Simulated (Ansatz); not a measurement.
**YHg: moving Hg off its site**

YHg, Pm-3m, a = 3.682 Å (as given, not relaxed at this level: 1.4 GPa). The structure is a COD entry; whether it is the stable form wasn't checked. Ansatz: r2SCAN, PAW, 500 eV, Γ-centred 14×14×14 mesh on 2 atoms, Gaussian smearing 0.15 eV; no spin polarisation.

```xyz
2
Lattice="3.6820 0.0000 0.0000 0.0000 3.6820 0.0000 0.0000 0.0000 3.6820" Properties=species:S:1:pos:R:3 pbc="T T T"
Y     1.8410    1.8410    1.8410
Hg    0.0000    0.0000    0.0000
```

Atom 2 (Hg) moves by x along the unit vector (-1.000, 0.000, 0.000), with its periodic images; all else is held. y is the free energy of the cell over the start, F the force along the path summed over the moved atoms. Symmetry makes y even in x.

```
  x (Å) y (meV) F (eV/Å)
-0.1000    11.90      0.24
-0.0500     2.97      0.12
 0.0000     0.00      0.00
 0.0125        ?         ?
 0.0250     0.74     -0.06
 0.0375     1.67     -0.09
 0.0625     4.64     -0.15
 0.0750     6.69     -0.18
 0.0875     9.11     -0.21
```

Task: Fit y = c2 x² + c4 x⁴ to the energies of the other rows, give the force constant, and predict energy and force of the missing row.

Result: Least squares on the rows shown. y = 1188 x² + 265.9 x⁴. The force constant is 2 c2 = 2.38 eV/Å² (for all images moving together, not for a lone atom). With two atoms in a cubic cell this is the optical mode at Γ (in a metal it hangs on mesh and smearing): ω = 521.5 √(2 c2/μ) = 102 cm⁻¹ for μ = 61.60 u. The force −dy/dx at the missing row is -0.03 eV/Å (computed -0.03). At x = 0.0125 the fit asked for gives 0.19 meV. The run gave 0.19 meV, the same to the digits shown.

Spin–orbit coupling is left out, which can shift energies with elements as heavy as these.